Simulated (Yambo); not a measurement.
G0W0@LDA for TlBr (rock salt, space group Fm-3m, No. 225) in Yambo (4×4×4 mesh, 8 Ry block, plasmon pole, screening fixed), without a terminator:

```
bands N in G  gap L → L (eV)  shift of the valence edge (eV)
------------  --------------  ------------------------------
47                     3.141                          -0.578
83                     3.296                          -0.866
134                    3.373                          -1.001
```

**Question.** Extrapolate both columns to infinite N with E(N) = E∞ + A/N, test the form, and compare with the terminator.

**Answer.** From two points, E∞ = (N2 E2 − N1 E1)/(N2 − N1). The two largest N give 3.50 eV for the gap and -1.22 eV for the shift; the two smallest give 3.50 eV and -1.24 eV. For the gap the slopes A are -17 and -17 eV: the 1/N form holds. For the shift the slopes A are 31 and 29 eV: the 1/N form holds. With the Bruneval-Gonze terminator and 134 bands the run gives 3.43 eV and -1.10 eV, 0.07 eV and 0.12 eV from the extrapolated values: the terminator too is an estimate of the remainder. Block, mesh and the bands in W are held fixed.

The standard potential for Tl keeps a d shell in the valence without the s and p states of that shell. In tests on such compounds this moved G0W0 gaps by up to about 0.9 eV, so absolute quasiparticle energies here are unreliable; differences between settings are what counts.

Spin-orbit coupling is not included.

Geometry of the Materials Project entry, not relaxed at this level; primitive cell a = b = c = 4.726 Å, α = β = γ = 60.00°.

This is not the ordinary phase of the substance; no match was found in the copy of COD used, and its stability was not checked.

A shift is the quasiparticle energy of the state minus its LDA energy.
